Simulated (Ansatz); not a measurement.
SiO2 in space group P6_222 (No. 180; Si on 3c, O on 6j), a = b = 5.0594 Å, c = 5.5408 Å, α = β = 90.00°, γ = 120.00°.

Relaxed with r²SCAN. DFT-r²SCAN in the program Ansatz with PAW potentials gives a gap of 6.29 eV.

### Question
What gap does HSE06 give on the same cell (Ansatz, PAW)?

### Answer
7.50 eV, 1.20 eV more. The hybrid was solved on a coarser mesh and at special points; its gap is the smallest among all of these.

| k | v1 r²SCAN | c1 r²SCAN | v1 HSE06 | c1 HSE06 |
|---|---|---|---|---|
| Γ | -0.20 | 6.29 | -0.20 | 7.50 |
| A | -0.01 | 8.16 | -0.01 | 9.38 |
| K | -0.07 | 9.15 | ? | ? |
| H | -0.68 | 9.63 | ? | ? |
| M | -0.01 | 8.42 | ? | ? |
| L | -0.35 | 9.51 | ? | ? |

### Question
Top valence (v1) and lowest conduction level (c1) in eV from each method's valence maximum (which need not be a listed point): supply the withheld HSE06 values.

### Answer

- H, v1 HSE06: -0.71
- H, c1 HSE06: 10.76
- M, v1 HSE06: -0.01
- M, c1 HSE06: 9.64
- L, v1 HSE06: -0.36
- L, c1 HSE06: 10.71
- K, v1 HSE06: -0.07
- K, c1 HSE06: 10.40

Cost on shared cores: the r²SCAN run (SCF on a 6×6×5 mesh, then bands and DOS) around 2.8 core-minutes (rough), the HSE06 run (SCF on 4×4×3, then a few points) around 6 core-minutes (rough); the tasks are unlike.

This is a known high-temperature phase of the composition, computed here at zero pressure and temperature. Symmetry was held in the r²SCAN relaxation; its stability against distortions is not shown here.

Potentials: the later of the program's two PAW sets.
